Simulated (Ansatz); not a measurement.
SnO$_{2}$:
Space group P4₂/nmc, origin choice 1 (No. 137); a = 3.558 Å, b = 3.558 Å, c = 5.403 Å, α = 90.00°, β = 90.00°, γ = 90.00°

```
atom  site  symmetry       x       y       z
----  ----  --------  ------  ------  ------
Sn      2a      -4m2  0.0000  0.0000  0.0000
O       4d      2mm.  0.0000  0.5000  0.1820
```

This is the PBEsol-relaxed structure.

Question: All from PBEsol in the plane-wave PAW code Ansatz, unless another level is named. Give the smallest direct gap on the standard path.

Answer: 1.03 eV.

Question: Predict the electron effective mass with spin–orbit coupling.

Answer: 0.14, 0.14, 0.17 mₑ (principal values).

Question: Give the band gap.

Answer: 0.93 eV (indirect).

Question: And the valence-band maximum?

Answer: at M.

Question: What about the weight of the valence-edge state by species (Voronoi cells)?

Answer: O 97 %, Sn 3 %.

Space group P4_2/nmc. The cell is a constructed one: a structure type filled with these elements; neither database checked (COD, Materials Project) lists it. It is not the phase usual at ambient conditions (space group No. 136). The PBEsol relaxation kept the symmetry of its start. At this level the phase is mechanically unstable. Scalar-relativistic: spin–orbit coupling is off unless named, which matters more the heavier the elements.

Potentials: the later of the program's two PAW sets.
